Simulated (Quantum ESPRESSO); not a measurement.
Si2BPC4, input and log of a self-consistent run

Simulated, not a measurement. The program is pw.x of Quantum ESPRESSO 7.5 (plane-wave density functional theory). The cell is made up: 8 atoms on a zincblende/diamond lattice, with randomly drawn elements, strain and displacements, not relaxed. PseudoDojo standard norm-conserving files (v0.5 for PBE, v0.4.1 for LDA and PBEsol) set the functional; there is no spin polarisation, spin-orbit coupling or dispersion term, and the masses in the input are unused placeholders.

Input:

```
&control calculation='scf', pseudo_dir='./dojo.nc.sr.pbe.v0_5.standard.upf', outdir='./o', disk_io='medium', tprnfor=.true., tstress=.true. /
&system ibrav=0, nat=8, ntyp=4, nbnd=22, ecutwfc=99.00267394, nosym=.true., tot_charge=0,
 occupations='smearing', smearing='fd', degauss=0.0018374661
/
&electrons conv_thr=7.350e-09, electron_maxstep=60, /
ATOMIC_SPECIES
B 1.0 B.upf
C 1.0 C.upf
P 1.0 P.upf
Si 1.0 Si.upf
CELL_PARAMETERS angstrom
4.4178 0.0 0.0
0.0 4.4178 0.0
0.0 0.0 4.4178
ATOMIC_POSITIONS angstrom
Si 0.1135 0.0023 -0.0047
B -0.0488 2.159 2.144
P 2.235 -0.0278 2.1958
Si 2.2375 2.1668 -0.1166
C 1.0933 1.146 1.1086
C 1.0974 3.2995 3.2731
C 3.3499 1.0646 3.2965
C 3.2647 3.3399 1.0997
K_POINTS automatic
6 6 6 1 1 1
```

The log is shortened where brackets say so; the opening notice, blank lines, dates and the lines on written files are dropped, and the path of the files is cut. It prints rydbergs, bohrs and kilobars, and counts compression as positive stress.

```
     Program PWSCF v.7.5
     Parallel version (MPI & OpenMP), running on       1 processor cores
     Number of MPI processes:                 1
     Threads/MPI process:                     1
     [start-up lines left out]
     bravais-lattice index     =            0
     lattice parameter (alat)  =       8.3484  a.u.
     unit-cell volume          =     581.8550 (a.u.)^3
     number of atoms/cell      =            8
     number of atomic types    =            4
     number of electrons       =        32.00
     number of Kohn-Sham states=           22
     kinetic-energy cutoff     =      99.0027  Ry
     charge density cutoff     =     396.0107  Ry
     scf convergence threshold =      7.3E-09
     mixing beta               =       0.7000
     number of iterations used =            8  plain     mixing
     Exchange-correlation= PBE
                           (   1   4   3   4   0   0   0)
     [axes and pseudopotential details left out]
   Cartesian axes
     site n.     atom                  positions (alat units)
         1        Si     tau(   1) = (   0.0256915   0.0005206  -0.0010639  )
         2        B      tau(   2) = (  -0.0110462   0.4887048   0.4853094  )
         3        P      tau(   3) = (   0.5059079  -0.0062927   0.4970347  )
         4        Si     tau(   4) = (   0.5064738   0.4904704  -0.0263932  )
         5        C      tau(   5) = (   0.2474761   0.2594051   0.2509394  )
         6        C      tau(   6) = (   0.2484042   0.7468650   0.7408891  )
         7        C      tau(   7) = (   0.7582733   0.2409797   0.7461859  )
         8        C      tau(   8) = (   0.7389877   0.7560098   0.2489248  )
     number of k points=   108  Fermi-Dirac smearing, width (Ry)=  0.0018
     Number of k-points >= 100: set verbosity='high' to print them.
     Dense  grid:    77605 G-vectors     FFT dimensions: (  54,  54,  54)
     Estimated max dynamical RAM per process >      86.82 MB
     Initial potential from superposition of free atoms
     starting charge      31.9982, renormalised to      32.0000
     Starting wfcs are   32 randomized atomic wfcs
     total cpu time spent up to now is       15.1 secs
     per-process dynamical memory:    67.1 Mb
     Self-consistent Calculation
     iteration #  1     ecut=    99.00 Ry     beta= 0.70
     Davidson diagonalization with overlap
     ethr =  1.00E-02,  avg # of iterations =  3.3
     total cpu time spent up to now is       51.6 secs
     total energy              =     -84.29731231 Ry
     estimated scf accuracy    <       1.23467495 Ry
     iteration #  2     ecut=    99.00 Ry     beta= 0.70
     Davidson diagonalization with overlap
     ethr =  3.86E-03,  avg # of iterations =  2.0
     total cpu time spent up to now is       82.5 secs
     total energy              =     -84.66567345 Ry
     estimated scf accuracy    <       0.57809223 Ry
     iteration #  3     ecut=    99.00 Ry     beta= 0.70
     Davidson diagonalization with overlap
     ethr =  1.81E-03,  avg # of iterations =  2.0
     total cpu time spent up to now is      112.4 secs
     total energy              =     -84.74431083 Ry
     estimated scf accuracy    <       0.01987182 Ry
     iteration #  4     ecut=    99.00 Ry     beta= 0.70
     Davidson diagonalization with overlap
     c_bands:  1 eigenvalues not converged
     ethr =  6.21E-05,  avg # of iterations = 10.1
     total cpu time spent up to now is      163.9 secs
     total energy              =     -84.75605368 Ry
     estimated scf accuracy    <       0.00873942 Ry
     iteration #  5     ecut=    99.00 Ry     beta= 0.70
     Davidson diagonalization with overlap
     ethr =  2.73E-05,  avg # of iterations =  2.5
     total cpu time spent up to now is      198.5 secs
     total energy              =     -84.75654864 Ry
     estimated scf accuracy    <       0.00211552 Ry
     [iterations 6 to 7 left out]
     iteration #  8     ecut=    99.00 Ry     beta= 0.70
     Davidson diagonalization with overlap
     ethr =  3.69E-08,  avg # of iterations =  3.0
     total cpu time spent up to now is      315.4 secs
     total energy              =     -84.75686771 Ry
     estimated scf accuracy    <       0.00000330 Ry
     iteration #  9     ecut=    99.00 Ry     beta= 0.70
     Davidson diagonalization with overlap
     ethr =  1.03E-08,  avg # of iterations =  2.2
     total cpu time spent up to now is      346.1 secs
     total energy              =     -84.75686823 Ry
     estimated scf accuracy    <       0.00000016 Ry
     iteration # 10     ecut=    99.00 Ry     beta= 0.70
     Davidson diagonalization with overlap
     ethr =  5.07E-10,  avg # of iterations =  4.8
     total cpu time spent up to now is      389.0 secs
     total energy              =     -84.75686834 Ry
     estimated scf accuracy    <       0.00000006 Ry
     iteration # 11     ecut=    99.00 Ry     beta= 0.70
     Davidson diagonalization with overlap
     ethr =  1.91E-10,  avg # of iterations =  2.0
     total cpu time spent up to now is      411.1 secs
     total energy              =     -84.75686834 Ry
     estimated scf accuracy    <       0.00000001 Ry
     iteration # 12     ecut=    99.00 Ry     beta= 0.70
     Davidson diagonalization with overlap
     ethr =  3.86E-11,  avg # of iterations =  2.2
     total cpu time spent up to now is      438.8 secs
     End of self-consistent calculation
     [lines on levels left out]
!    total energy              =     -84.75686834 Ry
     estimated scf accuracy    <          5.6E-10 Ry
     smearing contrib. (-TS)   =      -0.00000000 Ry
     internal energy E=F+TS    =     -84.75686834 Ry
     The total energy is F=E-TS. E is the sum of the following terms:
     one-electron contribution =      18.58208444 Ry
     hartree contribution      =       9.36204774 Ry
     xc contribution           =     -29.61369259 Ry
     ewald contribution        =     -83.08730793 Ry
     convergence has been achieved in  12 iterations
     Forces acting on atoms (cartesian axes, Ry/au):
     atom    1 type  4   force =    -0.08031938   -0.01682677    0.01008058
     atom    2 type  1   force =     0.01462293    0.01846102    0.01091800
     atom    3 type  3   force =    -0.01904684    0.01259613   -0.00614718
     atom    4 type  4   force =    -0.01657397    0.04051487    0.07086602
     atom    5 type  2   force =     0.00530648    0.00728824    0.04111687
     atom    6 type  2   force =     0.00463205   -0.02712740   -0.05974974
     atom    7 type  2   force =     0.02872450    0.01517464   -0.07548105
     atom    8 type  2   force =     0.06265423   -0.05008073    0.00839651
     Total force =     0.185373     Total SCF correction =     0.000013
     Computing stress (Cartesian axis) and pressure
          total   stress  (Ry/bohr**3)                   (kbar)     P=     -233.45
  -0.00160693  -0.00001964   0.00004628         -236.39       -2.89        6.81
  -0.00001964  -0.00155864   0.00011853           -2.89     -229.28       17.44
   0.00004628   0.00011853  -0.00159541            6.81       17.44     -234.69
     init_run     :     14.46s CPU     15.05s WALL (       1 calls)
     electrons    :    391.40s CPU    423.63s WALL (       1 calls)
     forces       :      4.85s CPU      4.92s WALL (       1 calls)
     stress       :     18.64s CPU     18.73s WALL (       1 calls)
     [timing details left out]
     PWSCF        :   7m 9.60s CPU   7m44.60s WALL
     JOB DONE.
```

In other units: free energy -1153.176 eV for the cell, pressure -23.35 GPa, largest force component 2.065 eV/Å. This run is the check on a run of the same cell at 1116 eV and a 4 x 4 x 4 mesh: rerunning at 1347 eV and a 6 x 6 x 6 mesh moved values by no more than 0.006 eV in energy, 0.07 GPa in stress and 0.002 eV/Å in force.